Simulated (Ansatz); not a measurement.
# What DFT gives for MnInI3

```xyz
5
Lattice="6.2290 0.0000 0.0000 0.0000 6.2290 0.0000 0.0000 0.0000 6.2290" Properties=species:S:1:pos:R:3 pbc="T T T"
In    3.1145    3.1145    3.1145
I     0.0000    3.1145    3.1145
I     3.1145    0.0000    3.1145
I     3.1145    3.1145    0.0000
Mn    0.0000    0.0000    0.0000
```

Single point in Ansatz 0.2.0 with r2SCAN, no spin polarisation. Cutoff 500 eV, PAW datasets, 6×6×6 Γ-centred k mesh, fermi-dirac filling (width 0.1 eV).

(1) Which element gives electrons and which takes them?

(2) What do density and ELF say about some of the short contacts?

(3) Is the cell too large or too small?

(4) Is it stable against the elements?

(5) Metal or insulator?

Origin: a known structure type with other elements, at an estimated volume, so it need not be a known compound. Caveats: no spin polarisation, so a magnetic state may lie lower.

Answers

(1) Bader charges in e: Mn +0.81, In +0.91, I -0.57. In the mean In gives up most and I takes most.

(2) In–I at 3.11 Å: least valence density 0.20 e/Å³ and ELF 0.29 there. Mn–I at 4.40 Å: least valence density 0.02 e/Å³ and ELF 0.03 there, so no covalent bond. These are pseudo-fields; inside the PAW spheres they differ from the all-electron ones.

(3) The pressure is -2.2 GPa (compression positive), so with the atoms held at these fractions the cell would first shrink.

(4) 1.18 eV an atom against the elements' usual phases (free molecules for gases, crystals otherwise, with no correction for O₂ or N₂), so at this geometry it isn't bound against them. Relaxing would lower it.

(5) It is a metal, with about 13 states/eV a cell as the mean within 0.25 eV of the Fermi level, mostly Mn d (87 %).
